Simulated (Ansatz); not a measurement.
TaSiAs:
```
TaSiAs
1.0
    3.50085     0.00000     0.00000
    0.00000     3.50085     0.00000
    0.00000     0.00000     7.87581
Si As Ta
2 2 2
Cartesian
  0.00000   0.00000   0.00000
  1.75043   1.75043   0.00000
  1.75043   0.00000   4.82221
  0.00000   1.75043   3.05360
  1.75043   0.00000   2.00494
  0.00000   1.75043   5.87087
```

Relaxed with r²SCAN. Special points in fractions of this cell's reciprocal vectors: Γ (0.000, 0.000, 0.000); X (0.000, 0.500, 0.000); M (0.500, 0.500, 0.000); Z (0.000, 0.000, 0.500); R (0.000, 0.500, 0.500); A (0.500, 0.500, 0.500).

Q: List the band energies nearest the Fermi level at these points for r²SCAN (plane waves, PAW; program Ansatz).

A: In eV from the Fermi level; about four levels below and three above (degenerate sets whole), none deeper than 8.9 eV; points with the same levels are listed once.

```tsv
k	below	above
Γ	-2.41 -2.41 -0.92 -0.53 -0.53	0.46 1.15 1.40
X	-2.37 -2.37 -1.41 -1.41	1.44 1.44 2.94 2.94
M	-3.16 -3.16 -2.82 -2.82	3.07 3.07 3.27 3.27
Z	-3.08 -2.94 -2.94 -1.38	0.25 0.25 0.30
R	-2.12 -2.12 -0.97 -0.97	1.78 1.78 1.90 1.90
A	-2.97 -2.97 -2.96 -2.96	1.06 1.06 3.07 3.07
```

Space group P4/nmm. The workflow started from an entry of the Crystallography Open Database (COD). Whether it is the stable phase at ambient conditions was not checked. The cell was relaxed with r²SCAN under the symmetry of its start; whether a distortion lowers the energy is not shown. No spin polarisation was allowed. Spin–orbit coupling is left out wherever it is not named.

Potentials: the later of the program's two PAW sets.
